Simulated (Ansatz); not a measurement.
Relaxed-ion elastic tensor of CuI (zinc blende, F-43m) in GPa (Voigt order), DFT-LDA in the program Ansatz with PAW potentials; density 6.28 g/cm³, 25.18 Å³ per atom.

```tsv
	1	2	3	4	5	6
1	71.1	49.5	49.5	0.0	0.0	0.0
2	49.5	71.1	49.5	0.0	0.0	0.0
3	49.5	49.5	71.1	0.0	0.0	0.0
4	0.0	0.0	0.0	26.8	0.0	0.0
5	0.0	0.0	0.0	0.0	26.8	0.0
6	0.0	0.0	0.0	0.0	0.0	26.8
```

**Question.** Is the crystal mechanically stable?

**Answer.** Yes: the smallest eigenvalue of C is 21.6 GPa.

**Question.** Work out the Voigt, Reuss and Hill averages.

**Answer.** K_V = 56.7, K_R = 56.7, K_H = 56.7; G_V = 20.4, G_R = 16.8, G_H = 18.6 GPa.

**Question.** Give Young's modulus, Poisson's ratio, Pugh's ratio and the universal anisotropy index.

**Answer.** E = 9KG/(3K + G) = 50.3 GPa; ν = 0.35; K/G = 3.05 (ductile by the Pugh limit of 1.75); A_U = 5G_V/G_R + K_V/K_R − 6 = 1.06.

**Question.** Estimate the sound speeds and the Debye temperature.

**Answer.** v_l = √((K + 4G/3)/ρ) = 3600 m/s, v_t = √(G/ρ) = 1720 m/s, mean 1940 m/s; Θ = (h/k)(3n/4πV)^(1/3) v_m = 197 K.

**Question.** Give the Zener ratio and Young's modulus along [100], [110] and [111].

**Answer.** A = 2C44/(C11 − C12) = 2.48; 1/E = S11 − 2(S11 − S12 − S44/2)Γ with Γ = 0, 1/4, 1/3 gives 30.4, 52.6, 69.4 GPa.

Symmetry was held in the LDA relaxation; phonons on a q-mesh show no instability. The run is not spin-polarised. The volume moved by -17 % from the start of the relaxation. Scalar-relativistic: spin–orbit coupling is off unless named, which matters more the heavier the elements.

Potentials: the later of the program's two PAW sets.
